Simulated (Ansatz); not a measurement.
Au (fcc, Cu type)

```xyz
4
Lattice="4.1572 0.0000 0.0000 0.0000 4.1572 0.0000 0.0000 0.0000 4.1572" Properties=species:S:1:pos:R:3 pbc="T T T"
Au     0.0000     0.0000     0.0000
Au     2.0786     2.0786     0.0000
Au     2.0786     0.0000     2.0786
Au     0.0000     2.0786     2.0786
```

In each cell atom 3 (Au, nearest neighbour Au at 2.940 Å; its periodic images, 4.2 Å or more away, move with it) moves by s·(-0.707, -0.707, 0.000) (towards the nearest neighbour), the rest being held.

The numbers are results of PBE (plane waves to 420 eV, PAW, scalar-relativistic; Ansatz, a first-principles code), not measurements. k mesh 9×9×9 (Γ-centred), Fermi-Dirac smearing 0.05 eV. E stands for the smeared free energy. With partly filled bands, energies and forces of such displacements shift with the k mesh and the smearing. Au was relaxed with its symmetry unable to fall. Spin-orbit coupling is left out, though Au is heavy. The zero of ΔE is the undisplaced structure.

### Question
Give the computed ΔE (meV/cell) at s (Å) = -0.704, -0.528, -0.352, 0.176, 0.352, 0.528, 0.704, 0.880.

### Answer
```json
[
 {"s (Å)": "-0.704", "ΔE (meV/cell)": "2311"},
 {"s (Å)": "-0.528", "ΔE (meV/cell)": "1022"},
 {"s (Å)": "-0.352", "ΔE (meV/cell)": "382"},
 {"s (Å)": "0.176", "ΔE (meV/cell)": "86"},
 {"s (Å)": "0.352", "ΔE (meV/cell)": "382"},
 {"s (Å)": "0.528", "ΔE (meV/cell)": "1022"},
 {"s (Å)": "0.704", "ΔE (meV/cell)": "2311"},
 {"s (Å)": "0.880", "ΔE (meV/cell)": "4888"}
]
```

(For displaced atoms, the force is minus the slope of the energy, and its curvature is a force constant, which sets phonon frequencies.)
